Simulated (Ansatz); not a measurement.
Consider the following.

NiAg₂O₂:
```
NiAg2O2
1.0
    1.45374     0.83932     8.09542
   -1.45374     0.83932     8.09542
    0.00000    -1.67864     8.09542
Ag O Ni
2 2 1
Direct
  0.21380   0.21380   0.21380
  0.78620   0.78620   0.78620
  0.37512   0.37512   0.37512
  0.62488   0.62488   0.62488
  0.00000   0.00000   0.00000
```
The run is spin-polarised; directions of the spins, atom by atom: 0 0 0 0 ↑.

This is the r²SCAN-relaxed structure.

Problem. All from the program Ansatz at the r²SCAN level (PAW), unless another level is named. Estimate the electronic character.

Solution. metallic (no gap).

Problem. And the density of states at the Fermi level?

Solution. 0.41 states/eV per atom (mean over ±0.08 eV).

Problem. Give the formation energy from the elements (no fitted shifts).

Solution. -0.59 eV/atom.

Space group R-3m. The workflow started from an entry of the Crystallography Open Database (COD), which files this formula under 2 space groups. Whether it is the stable phase at ambient conditions was not checked. The r²SCAN relaxation kept the symmetry of its start; whether a distortion lowers the energy is not shown. The final state is ferromagnetic, the only order run, not a proven ground state. Other orbital occupations within this spin state were not tried. No Hubbard U is applied. The compound may be a true metal, but semilocal functionals without U, or a wrong spin order, can also close a gap. The references are the lowest solids computed at this level, not always the standard phases (solids in place of the gases). Spin–orbit coupling is left out wherever it is not named.

Potentials: the later of the program's two PAW sets.
